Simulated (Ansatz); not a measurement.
Tc (hcp (Mg type), P6_3/mmc) is relaxed with PBEsol in the plane-wave PAW code Ansatz. What lattice parameters of the conventional cell result?

a = 2.724 Å, c = 4.358 Å.

The PBEsol relaxation kept the symmetry of its start. The run is not spin-polarised. Axis ratios of metals converge slowly with the k-mesh, so a and c are less sure than the volume.

Potentials: the later of the program's two PAW sets.
